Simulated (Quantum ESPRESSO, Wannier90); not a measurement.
**Wannierisation of GaN (zinc blende)**

```
begin unit_cell_cart
ang
    0.0000000000    2.2535000000    2.2535000000
    2.2535000000    0.0000000000    2.2535000000
    2.2535000000    2.2535000000    0.0000000000
end unit_cell_cart
begin atoms_frac
Ga   0.0000000000  0.0000000000  0.0000000000
N    0.2500000000  0.2500000000  0.2500000000
end atoms_frac
```

Materials Project entry mp-830; symmetrised, unrelaxed at this level. Not found in the COD (Crystallography Open Database) copy used, which has the formula in other groups; not checked further. Computed values, not measurements, from PBE: Quantum ESPRESSO (norm-conserving PseudoDojo potentials, cutoff 68 Ry, no spin polarisation, no spin-orbit coupling) on a Γ-centred 12×12×12 mesh, then Wannier90. Density: 12×12×12 mesh, cold smearing 0.01 Ry.

Bands 7-9 form an isolated set from -7.02 to 0.00 eV relative to the valence-band maximum (on the path) and are turned into 3 Wannier functions by minimising the spread from the start: atomic waves N 2p.

**Question.** Where do the functions sit, how wide are they and what are they made of?

**Answer.** 
```json
[
 {"functions": "3", "spread (Å²)": "1.74", "nearest atom, distance (Å)": "N 0.00", "second atom, distance (Å)": "Ga 1.95", "weight on atomic waves": "N 2p 71 %, Ga 4p 15 %, Ga 4s 9 %"}
]
```

Ω_I = 5.06 Å², Ω_total = 5.23 Å²; the interpolated bands follow pw.x to 2.4 meV rms on the path. Only this start was tried; a symmetric start can stop on a saddle, and mixtures of these functions could lower the total by at most Ω_total − Ω_I.
